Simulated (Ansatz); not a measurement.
Relaxed ScIr (CsCl type):

```yaml
crystal:
  lattice:
    - [3.16207, 0.00000, 0.00000]
    - [0.00000, 3.16207, 0.00000]
    - [0.00000, 0.00000, 3.16207]
  atoms:
    - { symbol: Sc, position: [0.50000, 0.50000, 0.50000] }
    - { symbol: Ir, position: [0.00000, 0.00000, 0.00000] }
```

A phonon eigenvector at Γ is frozen into this cell: atom i moves by Q times the vector below, so Q is the largest atomic displacement, in Å. The cell is held. It is one choice among 3 degenerate patterns.

```
atom      x      y       z
----  -----  -----  ------
Sc1   0.000  0.000   1.000
Ir2   0.000  0.000  -0.234
```

These are LDA (plane waves to 420 eV, PAW, scalar-relativistic; Ansatz, a quantum-chemistry and plane-wave program) values and carry that method's errors. k mesh 15×15×15 (Γ-centred), Fermi-Dirac smearing 0.05 eV. Energies are smeared free energies. With partly filled bands, energies and forces of such displacements shift with the k mesh and the smearing. ScIr is run without spin polarisation. ScIr was relaxed with its symmetry unable to fall. Spin-orbit coupling is left out, though Ir is heavy. ΔE is measured from the undisplaced structure. The last digit holds for this mesh only.

```csv
Q (Å),ΔE (meV/cell)
-0.180,154.1
-0.150,106.5
-0.120,67.8
-0.090,withheld
-0.060,16.9
-0.030,4.2
0.000,0.0
0.030,4.2
0.060,16.9
0.090,withheld
0.120,67.8
0.150,106.5
0.180,154.1
```

Problem. Fit an even polynomial form (powers 2, 4) to the given rows and predict ΔE at Q = 0.090.

Solution. Least squares on the 11 given rows: ΔE = (4675)·Q² + (2501)·Q⁴, in meV/cell with Q in Å; root-mean-square residual 0.03 meV/cell. At 0.090 the fit gives 38.0 meV/cell; the calculation gives 38.0 meV/cell, the same to the digits shown. The quadratic term alone would give 37.9 meV/cell.

(A displaced cell: forces are minus the slopes of the energy, force constants its curvatures, and phonons follow from these.)
